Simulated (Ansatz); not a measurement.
## Computed properties of Mo₃Ir

Mo3Ir:
```
Mo3Ir
1.0
    4.94028     0.00000     0.00000
    0.00000     4.94028     0.00000
    0.00000     0.00000     4.94028
Mo Ir
6 2
Direct
  0.50000   0.25000   0.00000
  0.50000   0.75000   0.00000
  0.25000   0.00000   0.50000
  0.75000   0.00000   0.50000
  0.00000   0.50000   0.25000
  0.00000   0.50000   0.75000
  0.50000   0.50000   0.50000
  0.00000   0.00000   0.00000
```

Space group Pm-3n (No. 223), A15 (Cr3Si type); conventional cell a = 4.940 Å, b = 4.940 Å, c = 4.940 Å, α = 90.00°, β = 90.00°, γ = 90.00°.

Method: the program Ansatz at the PBEsol level (PAW). Structure relaxed to zero pressure with the same functional. Other levels are named where they apply.

Cell and energy:

- Volume per atom: 15.07 Å³
- Density: 13.22 g/cm³
- Formation energy from the elements (no fitted shifts): -0.100 eV/atom

Electronic structure:

* **Electronic character**: metallic (no gap)
* **Density of states at the Fermi level**: 1.2 states/eV per atom (mean over ±0.08 eV)
* **Gap with spin–orbit coupling**: none (metallic)

Mechanics:

- Bulk modulus (Birch–Murnaghan fit) = 303 GPa
- Pressure derivative B′ = 4.4
- Elastic constants (relaxed ions, GPa) = C11 = 544, C12 = 185, C44 = 88.8
- Mechanical stability = stable (all eigenvalues of C positive)
- Hill bulk and shear moduli = 304 and 118 GPa
- Young's modulus = 314 GPa
- Poisson's ratio = 0.33
- Debye temperature from the elastic constants = 404 K

Phonons:

Highest zone-centre frequency: 281 cm⁻¹
Zone-centre stability: no imaginary mode at Γ

The first step of the workflow began from a Materials Project structure, measured or hypothetical; the Crystallography Open Database copy checked does not list it. Whether it is the stable phase at ambient conditions was not checked. The cell was relaxed with PBEsol under the symmetry of its start. The run is not spin-polarised. As this level gives no gap, shear constants depend on the k-mesh and smearing (Fermi–Dirac, 0.1 eV here). As this level gives no gap, phonon frequencies hold no LO–TO term and depend on the k-mesh and smearing (Fermi–Dirac, 0.1 eV here). The references are the lowest solids computed at this level, not always the standard phases. Spin–orbit coupling is left out wherever it is not named.

Potentials: the later of the program's two PAW sets.
